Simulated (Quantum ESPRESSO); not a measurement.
```cif
data_Br4Cl24F4K8
_chemical_formula_sum 'F4 Cl24 K8 Br4'
_space_group_name_H-M_alt 'Fm-3m'
_space_group_IT_number 225
_space_group_name_Hall '-F 4 2 3'
_cell_length_a 10.12390
_cell_length_b 10.12390
_cell_length_c 10.12390
_cell_angle_alpha 90.000
_cell_angle_beta 90.000
_cell_angle_gamma 90.000
loop_
_atom_site_label
_atom_site_type_symbol
_atom_site_symmetry_multiplicity
_atom_site_Wyckoff_symbol
_atom_site_fract_x
_atom_site_fract_y
_atom_site_fract_z
_atom_site_occupancy
F1 F 4 b 0.50000 0.50000 0.50000 1
Cl1 Cl 24 e 0.00000 0.00000 0.24333 1
K1 K 8 c 0.25000 0.25000 0.25000 1
Br1 Br 4 a 0.00000 0.00000 0.00000 1
```
(The calculation used a cell of 10 atoms; values per cell refer to that cell.)

The geometry is that of Materials Project entry mp-989591, symmetrised and not relaxed again.

Problem. What does PBEsol (pw.x of Quantum ESPRESSO, ONCV potentials, no spin-orbit coupling) give for the electronic structure near the Fermi level?

Solution. The PBEsol gap is direct, 0.90 eV at L. Spin-orbit splittings are left out.

The structure is a Materials Project entry; no match was found in the copy of COD used, and its stability was not checked.
